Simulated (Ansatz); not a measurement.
Cu (fcc, Cu type)

```
CELL_PARAMETERS angstrom
      3.56339     0.00000     0.00000
      0.00000     3.56339     0.00000
      0.00000     0.00000     3.56339
ATOMIC_POSITIONS crystal
  Cu 0.00000 0.00000 0.00000
  Cu 0.50000 0.50000 0.00000
  Cu 0.50000 0.00000 0.50000
  Cu 0.00000 0.50000 0.50000
```

In this cell atom 4 (Cu, nearest neighbour Cu at 2.520 Å; its periodic images, 3.6 Å or more away, move with it) is moved by s along Cartesian x, unit vector (1.000, 0.000, 0.000); all other atoms and the cell stay fixed.

These are PBEsol (plane waves to 420 eV, PAW, scalar-relativistic; Ansatz, a quantum-chemistry and plane-wave program) values and carry that method's errors. k mesh 11×11×11 (Γ-centred), Fermi-Dirac smearing 0.05 eV. Energies are smeared free energies. With partly filled bands, energies and forces of such displacements shift with the k mesh and the smearing. Cu is run without spin polarisation. Cu was relaxed with its symmetry unable to fall. The PAW data are Ansatz's earlier set. ΔE is measured from the undisplaced structure. The last digit holds for this mesh only.

```json
[
 {"s (Å)": "-0.250", "ΔE (meV/cell)": "247.2"},
 {"s (Å)": "-0.200", "ΔE (meV/cell)": "156.9"},
 {"s (Å)": "-0.150", "ΔE (meV/cell)": "withheld"},
 {"s (Å)": "-0.100", "ΔE (meV/cell)": "38.8"},
 {"s (Å)": "-0.050", "ΔE (meV/cell)": "9.7"},
 {"s (Å)": "0.000", "ΔE (meV/cell)": "0.0"},
 {"s (Å)": "0.050", "ΔE (meV/cell)": "9.7"},
 {"s (Å)": "0.100", "ΔE (meV/cell)": "38.8"},
 {"s (Å)": "0.150", "ΔE (meV/cell)": "withheld"},
 {"s (Å)": "0.200", "ΔE (meV/cell)": "156.9"},
 {"s (Å)": "0.250", "ΔE (meV/cell)": "247.2"}
]
```

Problem. Fit an even polynomial form (powers 2, 4) to the given rows and predict ΔE at s = 0.150.

Solution. Least squares on the 9 given rows: ΔE = (3865)·s² + (1442)·s⁴, in meV/cell with s in Å; root-mean-square residual 0.01 meV/cell. At 0.150 the fit gives 87.7 meV/cell; the calculation gives 87.6 meV/cell, so the interpolation is off by 0.1 (+0.1 %). The quadratic term alone would give 87.0 meV/cell.

(For displaced atoms, the force is minus the slope of the energy, and its curvature is a force constant, which sets phonon frequencies.)
